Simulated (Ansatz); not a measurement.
BaTe (rock salt) was relaxed and computed twice in Ansatz (plane waves, PAW), once with LDA and once with r²SCAN.

|  | run 1 | run 2 |
|---|---|---|
| cell | a = b = c = 6.8664 Å, α = β = γ = 90.00° | a = b = c = 7.063 Å, α = β = γ = 90.00° |
| gap (eV) | 1.36 | 2.00 |
| ΔH_f (eV/atom) | -1.81 | -2.12 |
| B₀ by P(V) fit (GPa) | 35.3 | 30.6 |
| K_Hill (GPa) | 35.3 | 30.6 |
| G_Hill (GPa) | 19.1 | 18.0 |
| highest Γ mode, no LO–TO term (cm⁻¹) | 100 | 93 |
| electron conductivity mass (mₑ) | 0.34 | 0.38 |
| Θ_D (K) | 181 | 178 |

**Question.** Which run used which functional?

**Answer.** Run 1 is LDA, run 2 is r²SCAN.

All cells were relaxed under the symmetry of their starts (and spin orders); stability against distortions was not tested throughout. Spin–orbit coupling is left out wherever it is not named.

Potentials: the later of the program's two PAW sets.

Ansatz (an electronic-structure program) is a plane-wave DFT program.

Formation energies count from the lowest solids of the elements computed at the same level, not from gases.
